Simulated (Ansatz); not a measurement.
One stationary structure of FeS2. Space group Pnnm (No. 58), AFLOW prototype AB2_oP6_58_a_g (C18, as in FeS2). Level of theory: PBEsol (plane waves to 420 eV, PAW, scalar-relativistic; Ansatz, an electronic-structure program).

Space group Pnnm (No. 58); a = 4.3674 Å, b = 5.3331 Å, c = 3.3446 Å, α = β = γ = 90.00°

```csv
atom,site,symmetry,x,y,z
Fe,2a,..2/m,0.0000,0.0000,0.0000
S,4g,..m,0.2072,0.3744,0.0000
```

For FeS2, the volume per atom comes out as 12.98 Å³ and the band gap is 0.91 eV, indirect (valence top at k = (0.375, 0, 0), conduction bottom at T) (no spin-orbit coupling). The smallest direct gap comes out as 1.23 eV at k = (0.375, 0.1667, 0.2). The magnetic moment is zero (the starting moments vanished) and the shortest distances is Fe–S 2.19 Å; S–S 2.25 Å; Fe–Fe 3.34 Å. The k-mesh comes out as 8×6×10.

Band energies at high-symmetry points (eV from the VBM; labels of this space group; no spin-orbit coupling), from −5 eV up to 1.9 eV:

| point | energies |
|---|---|
| Γ | -4.29 -4.24 -4.01 -3.84 -3.44 -1.59 -1.39 -1.30 -1.06 -0.88 -0.88 -0.53 1.06 1.50 |
| X | -4.64 -4.64 -3.91 -3.91 -3.02 -3.02 -2.24 -2.24 -1.22 -1.22 -0.76 -0.76 -0.17 -0.17 1.86 1.86 |
| S | -4.70 -4.70 -2.08 -2.08 -1.58 -1.58 -1.30 -1.30 -1.27 -1.27 -1.06 -1.06 1.49 1.49 |
| Y | -4.19 -4.19 -3.50 -3.50 -3.07 -3.07 -1.16 -1.16 -0.93 -0.93 -0.39 -0.39 1.11 1.11 |
| Z | -4.65 -4.65 -3.04 -3.04 -1.56 -1.56 -1.01 -1.01 -0.51 -0.51 1.58 1.58 1.79 1.79 |
| U | -4.75 -4.75 -3.85 -3.85 -1.18 -1.18 -0.86 -0.86 -0.42 -0.42 1.57 1.57 |
| R | -4.00 -4.00 -3.58 -3.58 -2.75 -2.75 -1.57 -1.57 -0.69 -0.69 -0.45 -0.45 1.58 1.58 |
| T | -4.67 -4.67 -3.88 -3.88 -2.91 -2.91 -2.07 -2.07 -1.64 -1.64 -0.47 -0.47 0.91 0.91 |

The relaxed cell holds bonded S–S pairs (2.25 Å). No spin polarisation in the result: the starting moments vanished. A magnetic state may lie lower.

The run could not lose the symmetry of its start.
